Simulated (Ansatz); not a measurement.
YNiO3:
```xyz
20
Lattice="5.4932 0.0000 0.0000 0.0000 7.3968 0.0000 0.0000 0.0000 5.1666" Properties=species:S:1:pos:R:3 pbc="T T T"
Y      2.3474     5.5476     2.4867
Y      3.1458     1.8492     2.6799
Y      0.3992     1.8492     5.0700
Y      5.0940     5.5476     0.0966
Ni     2.7466     0.0000     0.0000
Ni     0.0000     0.0000     2.5833
Ni     0.0000     3.6984     2.5833
Ni     2.7466     3.6984     0.0000
O      1.6623     3.3335     3.5965
O      3.8309     4.0632     1.5701
O      1.0843     4.0632     1.0132
O      4.4090     3.3335     4.1534
O      4.4090     0.3648     4.1534
O      1.0843     7.0319     1.0132
O      3.8309     7.0319     1.5701
O      1.6623     0.3648     3.5965
O      2.5976     1.8492     0.5041
O      2.8956     5.5476     4.6625
O      0.1490     5.5476     3.0874
O      5.3442     1.8492     2.0792
```
The run is spin-polarised; directions of the spins, atom by atom: 0 0 0 0 ↑ ↑ ↑ ↑ 0 0 0 0 0 0 0 0 0 0 0 0.

Relaxed with r²SCAN. Special points in fractions of this cell's reciprocal vectors: Γ (0.000, 0.000, 0.000); X (0.500, 0.000, 0.000); S (0.500, 0.500, 0.000); Y (0.000, 0.500, 0.000); Z (0.000, 0.000, 0.500); U (0.500, 0.000, 0.500); R (0.500, 0.500, 0.500); T (0.000, 0.500, 0.500).

Problem. List the band energies nearest the Fermi level at these points for plane-wave PAW r²SCAN (Ansatz code).

Solution. In eV from the Fermi level; about four levels below and three above (degenerate sets whole), none deeper than 8.9 eV; points with the same levels are listed once.

| k | below | above |
|---|---|---|
| Γ ↑ | -1.28 -1.27 -0.90 -0.66 | 0.25 1.44 1.56 |
| X ↑ | -0.91 -0.91 -0.08 -0.08 | 0.01 0.01 1.08 1.08 |
| S ↑ | -0.10 -0.10 -0.10 -0.10 | 0.26 0.26 0.26 0.26 |
| Y ↑ | -1.22 -1.22 -0.44 -0.44 | 0.57 0.57 1.49 1.49 |
| Z ↑ | -1.30 -1.30 -0.82 -0.82 | 0.04 0.04 0.14 0.14 |
| U ↑ | -0.95 -0.95 -0.68 -0.68 | 0.16 0.16 1.67 1.67 |
| R ↑ | -0.84 -0.84 -0.84 -0.84 | 0.85 0.85 0.85 0.85 |
| T ↑ | -1.60 -1.60 -1.33 -1.33 | 0.04 0.04 0.09 0.09 |
| Γ ↓ | -1.24 -0.94 -0.94 -0.94 | 0.82 0.84 0.95 |
| X ↓ | -1.08 -1.08 -1.03 -1.03 | 1.21 1.21 1.79 1.79 |
| S ↓ | -1.10 -1.10 -1.10 -1.10 | 1.80 1.80 1.80 1.80 |
| Y ↓ | -1.07 -1.07 -1.06 -1.06 | 0.84 0.84 1.51 1.51 |
| Z ↓ | -1.09 -1.09 -0.92 -0.92 | 1.21 1.21 1.91 1.91 |
| U ↓ | -0.91 -0.91 -0.89 -0.89 | 0.89 0.89 1.37 1.37 |
| R ↓ | -0.94 -0.94 -0.94 -0.94 | 1.20 1.20 1.20 1.20 |
| T ↓ | -1.18 -1.18 -0.92 -0.92 | 1.92 1.92 1.93 1.93 |

Space group Pnma. The workflow started from a Materials Project entry (that database holds measured and hypothetical structures alike); the Crystallography Open Database copy checked does not list it. Whether it is the stable phase at ambient conditions was not checked. Symmetry was held in the r²SCAN relaxation; whether a distortion lowers the energy is not shown. Magnetic state: ferromagnetic, chosen from 2 collinear starts compared on coarse meshes (ties went to the first, and starts can fall back to one state), not a proven ground state. Other orbital occupations within this spin state were not tried. No Hubbard U is applied. The compound may be a true metal, but semilocal functionals without U, or a wrong spin order, can also close a gap. Scalar-relativistic: spin–orbit coupling is off unless named, which matters more the heavier the elements.

Potentials: the later of the program's two PAW sets.
